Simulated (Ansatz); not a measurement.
**Comparing deformations in Li**

The calculation used Ansatz 0.2.0, DFT PBEsol, scalar-relativistic, plane waves, PAW. Settings: plane waves to 420 eV, k-mesh 20×20×20 (Γ-centred), Gaussian smearing 0.15 eV. No spin polarisation. Energies are free energies at this smearing, counted from the undisturbed cell; pressure is positive in compression.

The undisturbed cell (as given, not relaxed at this level; it stands at -0.7 GPa):

```xyz
1
Lattice="-1.7500 1.7500 1.7500 1.7500 -1.7500 1.7500 1.7500 1.7500 -1.7500" Properties=species:S:1:pos:R:3 pbc="T T T"
Li    0.0000    0.0000    0.0000
```

The cell is strained by ε times a Voigt pattern (xx, yy, zz, yz, xz, xy; engineering shear) with fractional coordinates fixed. τ = (1/V0) dE/dε comes from the stress tensor. Of each scan, only the three points used here are listed.

```
           pattern        ε  τ (GPa)
(0, 0, 0, 1, 0, 0)  -0.0125   -0.139
(0, 0, 0, 1, 0, 0)   0.0000    0.000
(0, 0, 0, 1, 0, 0)   0.0125    0.139
(1, 0, 0, 0, 0, 0)  -0.0150    0.545
(1, 0, 0, 0, 0, 0)   0.0000    0.714
(1, 0, 0, 0, 0, 0)   0.0150    0.868
```

Which constants do the scans give, and which deformation costs least for the same size of strain tensor?

The slope dτ/dε at zero (parabola through three points) is pᵀCp: (0, 0, 0, 1, 0, 0) gives C44 = 11.1 GPa; (1, 0, 0, 0, 0, 0) gives C11 = 10.8 GPa. The size of the strain tensor, ε:ε, is ε² times 0.5, 1.0. Per unit of it the stiffnesses are 22.3, 10.8 GPa, so (1, 0, 0, 0, 0, 0) is the softest of these: at ε:ε = (1 %)² the quadratic term costs 0.07 meV/atom against 0.15 for the stiffest. The starting stress shifts them by about its own size.

In a metal these slopes depend on the k mesh and the smearing.